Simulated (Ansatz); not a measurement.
**Electric field gradients in LiBeF3**

Method: DFT PBE, scalar-relativistic, plane waves, PAW in Ansatz. Cutoff 420 eV, 8×8×8 k-points (Γ-centred), fixed occupations. No spin polarisation.

The cell, relaxed at this level:
```
CELL_PARAMETERS angstrom
3.54085 0.00000 0.00000
0.00000 3.54085 0.00000
0.00000 0.00000 3.54085
ATOMIC_POSITIONS crystal
Li 0.50000 0.50000 0.50000
Be 0.00000 0.00000 0.00000
F 0.00000 0.50000 0.50000
F 0.50000 0.50000 0.00000
F 0.50000 0.00000 0.50000
```

The cell was built by swapping an element in a database structure (itself possibly hypothetical) and relaxing; it need not be the stable form of this composition.

Problem. Give V_zz (10²¹ V/m²) and the asymmetry η at each distinct site.

Solution.
| atom | V_zz | η |
| --- | --- | --- |
| Li (atom 1) | 0.000 | zero by symmetry |
| Be (atom 2) | 0.000 | zero by symmetry |
| F (atom 3) | -7.88 | 0.00 |

Symmetry holds off the tilts and polar distortions that many cubic perovskites undergo.

Cost: 1 run of about 0.024 core-minutes, on Arm Neoverse V2 (shared hosts).